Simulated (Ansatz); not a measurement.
# Turning moments in Co

We look at Co: a test cell of our own (not relaxed), with 2 atoms per cell.

```yaml
crystal:
  lattice:
    - [2.51133, 0.00000, 0.00000]
    - [-1.25567, 2.17488, 0.00000]
    - [0.00000, 0.00000, 4.07603]
  atoms:
    - { symbol: Co, position: [0.33333, 0.66667, 0.25000] }
    - { symbol: Co, position: [0.66667, 0.33333, 0.75000] }
```

Numbers behind element symbols give the atom's place in this list.

The calculation used DFT, PBE, norm-conserving potentials, plane waves, scalar-relativistic in Ansatz.

```json
{
  "Plane-wave cutoff": "1306 eV",
  "k-point mesh": "4×4×2 (Γ-centred)",
  "Occupations": "Gaussian smearing, 0.1 eV"
}
```

The mesh is coarse, so energy differences (and at times their sign) aren't converged.

Spins are non-collinear; moments are vectors (x, y, z) in μB. Without spin–orbit coupling a common rotation of all moments costs nothing, so only their relative directions matter.

The default search runs further SCF cycles only where the state itself hints at a lower one. With a search on, the program may also reshape the start on open shells.

With 2 runs in all, an end need not be the lowest state of the cell.

Start Co1 (0.00, 0.00, 1.80), Co2 (0.00, 0.00, 1.80); default search for lower states. What happens?

It converges in 9 iterations: site vectors not recorded: net moment 3.37 μB, absolute moment 3.66 μB; none of the 2 converged runs lies measurably lower.
